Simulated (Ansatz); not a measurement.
Trial structure of Na2Pd3, not yet relaxed:

```
Na Pd
1.0
     4.64183    0.00000    0.00000
     0.00000    4.64183    0.00000
     0.00000    0.00000    4.64183
Na Pd
2 3
Direct
  0.50000 0.50000 0.50000
  0.00000 0.00000 0.00000
  0.50000 0.00000 0.00000
  0.00000 0.50000 0.00000
  0.00000 0.00000 0.50000
```

All numbers below come from DFT PBE, scalar-relativistic, plane waves, PAW in Ansatz. Settings: cutoff 420 eV, Γ-centred mesh 4×4×4 on the computed 5-atom cell, Gaussian smearing of 0.10 eV; no spin polarisation.

The zero of energy is the elements' standard structures at the same level; no fitted shifts are applied.

Task: What does a single point on this coarse mesh give?

Result: The pressure is 5.5 GPa (it wants to expand), the largest force is 0.00 eV/Å (symmetry fixes the atoms), and the energy is +0.74 eV/atom against the elements. The shortest distance is 2.32 Å.

Task: Is it a good guess?

Result: A fair one: relaxing gains under 0.1 eV/atom (the start's value is from the coarse mesh, so the gain is rough) in 8 ionic steps and ends at +0.69 eV/atom on the finer mesh. The symmetry stays Pm-3m (No. 221). The volume per atom grows by 13.5 %, from 20.0 to 22.7 Å³. The shortest distance goes from 2.32 Å (Na–Pd) to 2.42 Å (Na–Pd). Conventional cell: a = 4.842 Å. Na on its first site is surrounded by 12 Pd at 3.42 Å; Na on its second site has 6 Pd at 2.42 Å; Pd is surrounded by 2 Na at 2.42 Å, 4 Na at 3.42 Å and 8 Pd at 3.42 Å.

The last run used an 8×8×8 mesh for its 5-atom cell and Gaussian smearing of 0.10 eV. The relaxation can't lower the symmetry of the start, and the grade says only how near the guess is to its own end. Symmetry constrained the relaxation, so the result can be a saddle point.
